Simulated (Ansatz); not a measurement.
MgO:
```
MgO
1.0
    3.28601     0.00000     0.00000
   -1.64301     2.84577     0.00000
    0.00000     0.00000     5.04424
Mg O
2 2
Direct
  0.66667   0.33333   0.00951
  0.33333   0.66667   0.50951
  0.66667   0.33333   0.61569
  0.33333   0.66667   0.11569
```

Relaxed with HSE06.

Task: Give the Bader charges and basin volumes of the independent atoms, HSE06 in the plane-wave PAW code Ansatz.

Result: 

```
atom  Bader charge (e)  Bader volume (Å³)
----  ----------------  -----------------
Mg1              +1.73                5.0
O3               -1.73               18.6
```

Space group P6_3mc (wurtzite). The cell is a constructed one: a structure type filled with these elements; the Crystallography Open Database copy checked does not list it. It is not the phase usual at ambient conditions (space group No. 225). Symmetry was held in the HSE06 relaxation; its stability against distortions is not shown here.

Potentials: the later of the program's two PAW sets.
